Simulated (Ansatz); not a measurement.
Computed with Ansatz 0.2.0, DFT PBE, scalar-relativistic, plane waves, PAW. All cells share a 420 eV cutoff and Γ-centred k meshes spaced at most about 0.3 Å⁻¹ (about 0.25 or finer for metals, 2π included). No spin polarisation in the final relaxations.

All energies are static (0 K, no zero-point motion).

Compare these two cells of CdS₅, each relaxed at this level.

A.

```
Cd S
1.0
     6.66882    0.00000    0.00000
    -3.33441    5.77536    0.00000
     0.00000    0.00000    3.19401
Cd S
1 5
Direct
  0.00000 0.00000 0.00000
  0.33333 0.66667 0.00000
  0.66667 0.33333 0.00000
  0.50000 0.00000 0.50000
  0.50000 0.50000 0.50000
  0.00000 0.50000 0.50000
```

B.

```
Cd S
1.0
     8.09890    0.00000    0.00000
    -4.04945    7.01385    0.00000
     0.00000    0.00000    2.64548
Cd S
1 5
Direct
  0.00000 0.00000 0.00000
  0.50000 0.00000 0.50000
  0.00000 0.50000 0.50000
  0.50000 0.50000 0.50000
  0.33333 0.66667 0.50000
  0.66667 0.33333 0.50000
```

Problem. Which form is favoured at zero pressure, and by what margin per atom?

Solution. B is lower, by 173 meV/atom. A has space group P6/mmm (No. 191), 20.5 Å³/atom and no gap on its mesh; B has space group P6/mmm (No. 191), 25.0 Å³/atom and no gap. Counting S atoms around Cd (those within 1.25 times the shortest such distance or 1.15 times the sum of covalent radii; a plus sign parts nearer from farther groups; the shortest distance is added where it is long for a bond), A has Cd 18 from 3.7 Å and B has Cd 12+12 from 4.3 Å. B holds S–S nets (shortest 2.34 Å); in A the shortest S–S distance is 2.50 Å, near bonding range too. The lower one is the more open, so pressure narrows the difference. Even the lower one lies +0.44 eV/atom against the reference forms of the elements (uncorrected), so neither is stable at this level. In A, Cd is surrounded by 2 Cd at 3.19 Å; S on a site of symmetry -6m2 is surrounded by 6 S at 2.50 Å; S on a site of symmetry mmm is surrounded by 4 S at 2.50 Å. In B, Cd is surrounded by 2 Cd at 2.65 Å; S on a site of symmetry mmm has 2 S at 2.34 Å and 2 S at 2.65 Å; S on a site of symmetry -6m2 is surrounded by 3 S at 2.34 Å and 2 S at 2.65 Å. Both come from invented guesses. A third cell relaxed alike, in P6/mmm, lies 133 meV/atom below the lower of the two.

Cells relaxed within their symmetry can be saddle points.
